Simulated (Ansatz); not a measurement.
LiPb: input, output and frames of a trajectory

All numbers below come from Ansatz 0.2.0, DFT PBEsol, scalar-relativistic, plane waves, PAW. Cutoff 420 eV, shifted (0.5, 0.5, 0.5 steps) 2×2×2 k-points, Fermi–Dirac smearing of 0.1 eV. The mesh is coarse. Spin–orbit coupling is left out, which can shift energies with elements as heavy as these. No spin polarisation.

16 atoms, starting at 1.04 times the perfect crystal's volume (space group Pm-3m, the cell as given, not relaxed at this level); Nosé–Hoover thermostat at 1200 K, fixed cell; 52 steps of 3 fs. The run is short and not equilibrated. The time step is on the long side.

The run converged.

Command:
```bash
ansatz run input.yaml --threads 4 --pin off --max-ram 5120MiB --backend cpu --events-out ev --progress --plain --runs-dir out
```

Input:
```yaml
crystal:
  lattice:
    - [0.0, 0.0, 7.1366948405]
    - [7.1366948405, 0.0, 0.0]
    - [0.0, 7.1366948405, 0.0]
  atoms:
    - { symbol: Li, position: [0.25, 0.25, 0.25] }
    - { symbol: Li, position: [0.75, 0.25, 0.25] }
    - { symbol: Li, position: [0.25, 0.25, 0.75] }
    - { symbol: Li, position: [0.75, 0.25, 0.75] }
    - { symbol: Li, position: [0.25, 0.75, 0.25] }
    - { symbol: Li, position: [0.75, 0.75, 0.25] }
    - { symbol: Li, position: [0.25, 0.75, 0.75] }
    - { symbol: Li, position: [0.75, 0.75, 0.75] }
    - { symbol: Pb, position: [0.0, 0.0, 0.0] }
    - { symbol: Pb, position: [0.5, 0.0, 0.0] }
    - { symbol: Pb, position: [0.0, 0.0, 0.5] }
    - { symbol: Pb, position: [0.5, 0.0, 0.5] }
    - { symbol: Pb, position: [0.0, 0.5, 0.0] }
    - { symbol: Pb, position: [0.5, 0.5, 0.0] }
    - { symbol: Pb, position: [0.0, 0.5, 0.5] }
    - { symbol: Pb, position: [0.5, 0.5, 0.5] }
basis:
  ecutwfc: 420
kpoints:
  mp_grid: { grid: [2, 2, 2], shift: [0.5, 0.5, 0.5] }
hamiltonian:
  xc: pbesol
scf:
  occupations: { method: fermi_dirac, width: 0.1034 }
  lower_state_search: "off"
  convergence: { dr2_threshold: 1.0e-07 }
output:
  forces: true
  stress: true
md:
  timestep: 3.0
  n_steps: 52
  ensemble: nvt_nose_hoover
  temperature: 1200.0
  initial_velocities: maxwell_boltzmann
  seed: 94544
```

Output (its end):
```
...
SCF converged after 6 iterations
Free energy (F): -95668.532073 eV
Harris-Foulkes:  -95668.532073 eV  (|F-HF|=9.71e-9)
Internal energy: -95668.527415 eV  (E = F + TS)
E sigma→0 (E₀):  -95668.529744 eV
Entropy (-TS):   -0.004659 eV (-0.291 meV/atom)
Fermi energy:    7.951141 eV
--- Per-component energies (eV) ---
  E_band       = -1193.425199
  E_kinetic    = 2498.496184
  E_local      = -10416.138252  (includes V_loc(G=0)·N_el)
  E_nonlocal   = 2546.626489
  E_hartree    = 4074.064213
  E_xc         = -1835.407649
  E_vxc        = -1171.255658  (∫ρ·V_xc dr)
  E_paw        = -82214.942905  (= ΣΔE_a)
  E_vpaw       = -2799.283750  (= ΣTr[D̂ρ^β])
  E_aug_tail   = 0.000486  (compensation charges beyond the density's cutoff)
  E_ewald      = -10321.722914
  E_core_change = 0.496933  (= ΣΔE_core)
  E_smearing   = -0.004659  (= −TS)
  E_closure    = -0.000000  (closes the sum)
  Σ components = -95668.532073   (vs F -95668.532073, Δ=0.00e0)
--- Forces (eV/Å), atoms counted from 1 ---
  atom   1  Li     0.22807570     0.35419111    -0.00834647
  atom   2  Li    -0.38459383     0.48982081     0.28946284
  atom   3  Li    -0.17554328    -0.06791343     0.06805708
  atom   4  Li    -0.16068276    -0.21320541    -0.22126624
  atom   5  Li    -0.14491133     0.19402579    -0.14856104
  atom   6  Li     0.38195031    -0.13849098     0.02265201
  atom   7  Li    -0.33171645     0.47020493     0.28756730
  atom   8  Li     0.28517752     0.43848482     0.05586173
  atom   9  Pb    -0.25575950    -0.09398798    -0.32584794
  atom  10  Pb    -0.35783109     0.34039358     1.39402261
  atom  11  Pb     0.73715302    -0.53347103    -1.08932362
  atom  12  Pb    -0.12496733     0.20944765     0.78895925
  atom  13  Pb     0.03192878    -0.26990338    -0.57095850
  atom  14  Pb     0.36225970    -0.31666202    -0.53449178
  atom  15  Pb    -0.54339442    -0.87900813    -0.49585762
  atom  16  Pb     0.45281042     0.01610770     0.48807978
  max |Σ_I F_I| component: 4.45e-5 eV/Å
--- Stress (GPa, compression-positive) ---
       -0.136888      -0.134394      -0.460222
       -0.134394      -1.292479       0.750461
       -0.460222       0.750460       0.034778
  P = ⅓ Tr σ = -0.4649 GPa (-4.649 kbar)
--- MD trajectory: 52 steps, t = 0.0 → 156.0 fs ---
  final state: T = 525.0 K   F+E_penalty+E_count = -95668.53207330 eV   E_kin = 1.017971 eV
  conserved energy: peak-to-peak 4.421e-3 eV (2.763e-4 eV/atom) over 156.0 fs
```

Frames along the run (Å, eV/Å; dE is the potential energy from the first frame):

```xyz
16
Lattice="0.000 0.000 7.137 7.137 0.000 0.000 0.000 7.137 0.000" Properties=species:S:1:pos:R:3:forces:R:3 pbc="T T T" time_fs=0.00 dE_eV=0.0000 T_K=1200
Li    1.784    1.784    1.784    0.000    0.000    0.000
Li    1.784    1.784    5.353    0.000    0.000    0.000
Li    1.784    5.353    1.784    0.000    0.000    0.000
Li    1.784    5.353    5.353    0.000    0.000    0.000
Li    5.353    1.784    1.784    0.000    0.000    0.000
Li    5.353    1.784    5.353    0.000    0.000    0.000
Li    5.353    5.353    1.784    0.000    0.000    0.000
Li    5.353    5.353    5.353    0.000    0.000    0.000
Pb    0.000    0.000    0.000    0.000    0.000    0.000
Pb    0.000    0.000    3.568    0.000    0.000    0.000
Pb    0.000    3.568    0.000    0.000    0.000    0.000
Pb    0.000    3.568    3.568    0.000    0.000    0.000
Pb    3.568    0.000    0.000    0.000    0.000    0.000
Pb    3.568    0.000    3.568    0.000    0.000    0.000
Pb    3.568    3.568    0.000    0.000    0.000    0.000
Pb    3.568    3.568    3.568    0.000    0.000    0.000
16
Lattice="0.000 0.000 7.137 7.137 0.000 0.000 0.000 7.137 0.000" Properties=species:S:1:pos:R:3:forces:R:3 pbc="T T T" time_fs=12.00 dE_eV=0.2813 T_K=1056
Li    1.730    1.795    1.850    0.043   -0.039   -0.213
Li    1.949    1.830    5.400   -0.267    0.000    0.060
Li    1.844    5.393    1.951   -0.100   -0.051   -0.298
Li    2.122    5.459    5.395   -0.507   -0.191    0.003
Li    5.406    1.668    1.953   -0.072    0.161   -0.285
Li    5.354    1.740    5.194    0.074    0.073    0.247
Li    5.426    5.145    1.854   -0.099    0.287   -0.158
Li    5.432    5.401    5.380   -0.026   -0.085    0.034
Pb   -0.010    0.002    0.003    0.100    0.026   -0.035
Pb    0.015   -0.047    3.508    0.068   -0.006    0.321
Pb   -0.022    3.590    0.041    0.143   -0.131   -0.262
Pb    0.006    3.553    3.539    0.147    0.020    0.364
Pb    3.571    0.018    0.030    0.177    0.098    0.144
Pb    3.574   -0.015    3.588    0.104    0.083   -0.119
Pb    3.583    3.619    0.026    0.085   -0.200    0.043
Pb    3.532    3.558    3.523    0.129   -0.044    0.154
16
Lattice="0.000 0.000 7.137 7.137 0.000 0.000 0.000 7.137 0.000" Properties=species:S:1:pos:R:3:forces:R:3 pbc="T T T" time_fs=24.00 dE_eV=0.8317 T_K=777
Li    1.685    1.798    1.876    0.092   -0.080   -0.337
Li    2.063    1.875    5.459   -0.419   -0.004    0.063
Li    1.885    5.423    2.060   -0.151   -0.103   -0.504
Li    2.362    5.528    5.438   -0.850   -0.392   -0.047
Li    5.445    1.585    2.066   -0.156    0.300   -0.492
Li    5.369    1.711    5.084    0.117    0.115    0.407
Li    5.478    4.993    1.894   -0.244    0.535   -0.222
Li    5.505    5.434    5.413   -0.056   -0.133    0.015
Pb   -0.019    0.004    0.006    0.191    0.076   -0.050
Pb    0.030   -0.095    3.450    0.077   -0.011    0.587
Pb   -0.043    3.611    0.080    0.281   -0.284   -0.500
Pb    0.014    3.538    3.512    0.266   -0.013    0.666
Pb    3.575    0.036    0.061    0.317    0.231    0.268
Pb    3.581   -0.029    3.608    0.184    0.223   -0.224
Pb    3.598    3.668    0.053    0.123   -0.351    0.064
Pb    3.496    3.547    3.479    0.228   -0.107    0.306
16
Lattice="0.000 0.000 7.137 7.137 0.000 0.000 0.000 7.137 0.000" Properties=species:S:1:pos:R:3:forces:R:3 pbc="T T T" time_fs=36.00 dE_eV=1.0902 T_K=654
Li    1.659    1.785    1.836    0.128   -0.093   -0.306
Li    2.095    1.920    5.529   -0.432   -0.023   -0.012
Li    1.897    5.434    2.071   -0.120   -0.115   -0.538
Li    2.436    5.521    5.471   -0.911   -0.387   -0.121
Li    5.454    1.559    2.085   -0.186    0.330   -0.481
Li    5.407    1.703    5.053    0.091    0.109    0.403
Li    5.483    4.947    1.892   -0.313    0.641   -0.128
Li    5.568    5.440    5.448   -0.120   -0.135   -0.072
Pb   -0.027    0.007    0.008    0.252    0.119   -0.077
Pb    0.046   -0.142    3.395    0.003    0.083    0.765
Pb   -0.062    3.630    0.116    0.373   -0.397   -0.682
Pb    0.023    3.523    3.490    0.298   -0.015    0.789
Pb    3.581    0.056    0.094    0.332    0.229    0.189
Pb    3.589   -0.042    3.625    0.181    0.301   -0.212
Pb    3.613    3.714    0.080    0.128   -0.478    0.020
Pb    3.461    3.535    3.437    0.296   -0.169    0.461
16
Lattice="0.000 0.000 7.137 7.137 0.000 0.000 0.000 7.137 0.000" Properties=species:S:1:pos:R:3:forces:R:3 pbc="T T T" time_fs=48.00 dE_eV=0.9365 T_K=751
Li    1.657    1.754    1.736    0.130   -0.048   -0.112
Li    2.043    1.960    5.597   -0.317   -0.052   -0.123
Li    1.886    5.422    1.977   -0.043   -0.068   -0.382
Li    2.332    5.440    5.480   -0.715   -0.156   -0.163
Li    5.427    1.597    2.010   -0.126    0.237   -0.237
Li    5.463    1.717    5.100    0.005    0.066    0.242
Li    5.428    5.026    1.866   -0.208    0.545    0.052
Li    5.607    5.420    5.468   -0.199   -0.093   -0.187
Pb   -0.033    0.011    0.010    0.259    0.121   -0.150
Pb    0.062   -0.189    3.345   -0.109    0.283    0.867
Pb   -0.079    3.646    0.148    0.349   -0.415   -0.738
Pb    0.034    3.508    3.472    0.216    0.028    0.704
Pb    3.589    0.078    0.129    0.225    0.056   -0.149
Pb    3.599   -0.054    3.642    0.105    0.284   -0.086
Pb    3.630    3.758    0.107    0.100   -0.581   -0.152
Pb    3.429    3.522    3.398    0.330   -0.209    0.614
16
Lattice="0.000 0.000 7.137 7.137 0.000 0.000 0.000 7.137 0.000" Properties=species:S:1:pos:R:3:forces:R:3 pbc="T T T" time_fs=60.00 dE_eV=0.7830 T_K=862
Li    1.680    1.714    1.614    0.091    0.051    0.172
Li    1.927    1.990    5.641   -0.112   -0.090   -0.232
Li    1.865    5.397    1.806    0.004    0.014   -0.084
Li    2.084    5.325    5.457   -0.365    0.034   -0.161
Li    5.375    1.684    1.887   -0.029    0.108    0.068
Li    5.520    1.745    5.196   -0.111    0.027    0.032
Li    5.331    5.213    1.849   -0.051    0.272    0.156
Li    5.607    5.381    5.452   -0.234   -0.029   -0.261
Pb   -0.038    0.015    0.011    0.202    0.072   -0.265
Pb    0.078   -0.236    3.300   -0.150    0.490    0.944
Pb   -0.094    3.660    0.176    0.199   -0.336   -0.690
Pb    0.047    3.493    3.459    0.094    0.056    0.549
Pb    3.599    0.100    0.163    0.087   -0.128   -0.577
Pb    3.609   -0.063    3.658   -0.012    0.268    0.052
Pb    3.648    3.799    0.134    0.041   -0.618   -0.471
Pb    3.397    3.508    3.361    0.345   -0.191    0.768
16
Lattice="0.000 0.000 7.137 7.137 0.000 0.000 0.000 7.137 0.000" Properties=species:S:1:pos:R:3:forces:R:3 pbc="T T T" time_fs=72.00 dE_eV=0.9515 T_K=819
Li    1.722    1.683    1.523    0.012    0.158    0.399
Li    1.786    2.003    5.640    0.110   -0.134   -0.295
Li    1.844    5.374    1.614    0.006    0.103    0.228
Li    1.757    5.213    5.402    0.056    0.121   -0.124
Li    5.315    1.795    1.774    0.062   -0.022    0.288
Li    5.557    1.779    5.301   -0.223    0.013   -0.138
Li    5.220    5.458    1.860    0.054   -0.126    0.132
Li    5.560    5.336    5.384   -0.213    0.016   -0.244
Pb   -0.042    0.020    0.010    0.106    0.016   -0.363
Pb    0.093   -0.280    3.260   -0.103    0.651    1.016
Pb   -0.108    3.672    0.200    0.009   -0.241   -0.634
Pb    0.060    3.477    3.449   -0.045    0.021    0.401
Pb    3.610    0.122    0.193   -0.010   -0.203   -0.963
Pb    3.619   -0.071    3.675   -0.175    0.337    0.186
Pb    3.666    3.837    0.158   -0.008   -0.605   -0.813
Pb    3.368    3.492    3.330    0.360   -0.106    0.924
16
Lattice="0.000 0.000 7.137 7.137 0.000 0.000 0.000 7.137 0.000" Properties=species:S:1:pos:R:3:forces:R:3 pbc="T T T" time_fs=84.00 dE_eV=1.3902 T_K=639
Li    1.767    1.683    1.507   -0.085    0.182    0.424
Li    1.662    1.989    5.581    0.270   -0.171   -0.246
Li    1.823    5.372    1.460    0.010    0.161    0.397
Li    1.432    5.123    5.321    0.455    0.226    0.007
Li    5.266    1.904    1.713    0.135   -0.170    0.367
Li    5.549    1.817    5.383   -0.286    0.015   -0.216
Li    5.117    5.685    1.897    0.198   -0.543    0.010
Li    5.469    5.291    5.266   -0.160    0.013   -0.131
Pb   -0.045    0.025    0.006    0.020    0.006   -0.401
Pb    0.108   -0.321    3.226   -0.051    0.777    1.055
Pb   -0.122    3.683    0.220   -0.121   -0.209   -0.615
Pb    0.074    3.462    3.442   -0.227   -0.095    0.219
Pb    3.621    0.144    0.219   -0.096   -0.145   -1.261
Pb    3.628   -0.076    3.694   -0.411    0.503    0.362
Pb    3.685    3.872    0.178   -0.035   -0.577   -1.045
Pb    3.340    3.475    3.304    0.385    0.027    1.074
16
Lattice="0.000 0.000 7.137 7.137 0.000 0.000 0.000 7.137 0.000" Properties=species:S:1:pos:R:3:forces:R:3 pbc="T T T" time_fs=96.00 dE_eV=1.8174 T_K=461
Li    1.798    1.717    1.573   -0.155    0.061    0.231
Li    1.587    1.940    5.471    0.323   -0.186   -0.089
Li    1.804    5.400    1.379    0.054    0.130    0.374
Li    1.186    5.075    5.242    0.727    0.354    0.283
Li    5.242    1.982    1.723    0.176   -0.306    0.303
Li    5.485    1.859    5.425   -0.257    0.017   -0.189
Li    5.052    5.811    1.937    0.358   -0.794   -0.142
Li    5.344    5.247    5.118   -0.051   -0.045    0.045
Pb   -0.048    0.031    0.000   -0.038    0.060   -0.398
Pb    0.123   -0.358    3.198   -0.081    0.892    1.044
Pb   -0.138    3.693    0.236   -0.126   -0.231   -0.657
Pb    0.087    3.445    3.436   -0.420   -0.239    0.024
Pb    3.631    0.165    0.236   -0.193   -0.022   -1.391
Pb    3.635   -0.079    3.716   -0.647    0.685    0.494
Pb    3.705    3.904    0.191   -0.095   -0.560   -1.132
Pb    3.314    3.457    3.284    0.424    0.184    1.200
16
Lattice="0.000 0.000 7.137 7.137 0.000 0.000 0.000 7.137 0.000" Properties=species:S:1:pos:R:3:forces:R:3 pbc="T T T" time_fs=108.00 dE_eV=1.9814 T_K=414
Li    1.798    1.763    1.688   -0.189   -0.168   -0.080
Li    1.573    1.851    5.339    0.274   -0.170    0.088
Li    1.796    5.454    1.368    0.128    0.004    0.225
Li    1.074    5.096    5.215    0.764    0.332    0.461
Li    5.253    2.003    1.794    0.168   -0.366    0.135
Li    5.367    1.907    5.432   -0.137    0.016   -0.097
Li    5.054    5.786    1.952    0.305   -0.695   -0.176
Li    5.204    5.191    4.973    0.157   -0.139    0.243
Pb   -0.051    0.037   -0.009   -0.078    0.165   -0.372
Pb    0.137   -0.390    3.176   -0.203    0.990    1.033
Pb   -0.155    3.701    0.248   -0.027   -0.271   -0.748
Pb    0.097    3.426    3.429   -0.512   -0.206    0.064
Pb    3.641    0.187    0.245   -0.226    0.040   -1.280
Pb    3.638   -0.077    3.742   -0.695    0.737    0.353
Pb    3.724    3.933    0.197   -0.214   -0.604   -1.101
Pb    3.289    3.440    3.271    0.485    0.335    1.251
16
Lattice="0.000 0.000 7.137 7.137 0.000 0.000 0.000 7.137 0.000" Properties=species:S:1:pos:R:3:forces:R:3 pbc="T T T" time_fs=120.00 dE_eV=1.9324 T_K=482
Li    1.761    1.778    1.792   -0.169   -0.356   -0.353
Li    1.613    1.724    5.217    0.141   -0.097    0.218
Li    1.814    5.512    1.403    0.182   -0.140    0.048
Li    1.110    5.183    5.276    0.618    0.112    0.321
Li    5.297    1.951    1.895    0.109   -0.330   -0.047
Li    5.216    1.960    5.419    0.025    0.007   -0.003
Li    5.115    5.623    1.935    0.115   -0.282   -0.026
Li    5.090    5.105    4.870    0.372   -0.152    0.382
Pb   -0.055    0.044   -0.021   -0.118    0.269   -0.311
Pb    0.152   -0.418    3.160   -0.392    0.996    1.090
Pb   -0.173    3.708    0.256    0.123   -0.330   -0.849
Pb    0.105    3.404    3.424   -0.468    0.071    0.425
Pb    3.650    0.210    0.246   -0.175   -0.008   -1.041
Pb    3.636   -0.070    3.772   -0.502    0.571    0.027
Pb    3.743    3.960    0.195   -0.386   -0.725   -1.026
Pb    3.267    3.424    3.266    0.525    0.394    1.146
16
Lattice="0.000 0.000 7.137 7.137 0.000 0.000 0.000 7.137 0.000" Properties=species:S:1:pos:R:3:forces:R:3 pbc="T T T" time_fs=132.00 dE_eV=1.9000 T_K=545
Li    1.688    1.725    1.833   -0.054   -0.309   -0.420
Li    1.684    1.572    5.133   -0.067    0.072    0.303
Li    1.868    5.545    1.451    0.149   -0.212   -0.057
Li    1.275    5.297    5.404    0.431   -0.100    0.055
Li    5.366    1.831    1.994    0.029   -0.220   -0.155
Li    5.062    2.017    5.404    0.186   -0.029    0.059
Li    5.206    5.394    1.913    0.009    0.203    0.233
Li    5.044    4.987    4.838    0.459    0.031    0.368
Pb   -0.060    0.054   -0.036   -0.166    0.302   -0.239
Pb    0.164   -0.440    3.150   -0.556    0.840    1.208
Pb   -0.191    3.713    0.259    0.329   -0.423   -0.979
Pb    0.109    3.382    3.421   -0.361    0.309    0.770
Pb    3.658    0.234    0.239   -0.100   -0.112   -0.839
Pb    3.631   -0.058    3.804   -0.167    0.217   -0.218
Pb    3.760    3.983    0.187   -0.594   -0.856   -0.963
Pb    3.247    3.410    3.269    0.472    0.286    0.873
16
Lattice="0.000 0.000 7.137 7.137 0.000 0.000 0.000 7.137 0.000" Properties=species:S:1:pos:R:3:forces:R:3 pbc="T T T" time_fs=144.00 dE_eV=1.9715 T_K=552
Li    1.602    1.611    1.794    0.102   -0.003   -0.263
Li    1.743    1.430    5.108   -0.302    0.319    0.350
Li    1.954    5.538    1.492    0.004   -0.179   -0.029
Li    1.534    5.397    5.550    0.197   -0.209   -0.120
Li    5.444    1.661    2.066   -0.048   -0.042   -0.173
Li    4.939    2.070    5.400    0.315   -0.096    0.071
Li    5.301    5.194    1.937   -0.115    0.493    0.416
Li    5.087    4.871    4.877    0.415    0.282    0.221
Pb   -0.066    0.066   -0.053   -0.210    0.184   -0.241
Pb    0.173   -0.457    3.149   -0.558    0.572    1.324
Pb   -0.207    3.716    0.255    0.578   -0.521   -1.118
Pb    0.112    3.361    3.422   -0.238    0.333    0.876
Pb    3.666    0.259    0.227   -0.033   -0.208   -0.704
Pb    3.625   -0.045    3.835    0.184   -0.154   -0.397
Pb    3.774    4.001    0.171   -0.697   -0.894   -0.817
Pb    3.229    3.398    3.278    0.407    0.120    0.604
16
Lattice="0.000 0.000 7.137 7.137 0.000 0.000 0.000 7.137 0.000" Properties=species:S:1:pos:R:3:forces:R:3 pbc="T T T" time_fs=156.00 dE_eV=2.0959 T_K=525
Li    1.534    1.492    1.701    0.228    0.354   -0.008
Li    1.746    1.346    5.150   -0.385    0.490    0.289
Li    2.043    5.496    1.529   -0.176   -0.068    0.068
Li    1.841    5.461    5.679   -0.161   -0.213   -0.221
Li    5.515    1.476    2.107   -0.145    0.194   -0.149
Li    4.875    2.106    5.409    0.382   -0.138    0.023
Li    5.375    5.081    2.041   -0.332    0.470    0.288
Li    5.216    4.807    4.962    0.285    0.438    0.056
Pb   -0.074    0.080   -0.073   -0.256   -0.094   -0.326
Pb    0.179   -0.471    3.156   -0.358    0.340    1.394
Pb   -0.220    3.715    0.243    0.737   -0.533   -1.089
Pb    0.112    3.342    3.430   -0.125    0.209    0.789
Pb    3.673    0.283    0.209    0.032   -0.270   -0.571
Pb    3.619   -0.032    3.865    0.362   -0.317   -0.534
Pb    3.784    4.014    0.150   -0.543   -0.879   -0.496
Pb    3.214    3.385    3.292    0.453    0.016    0.488
```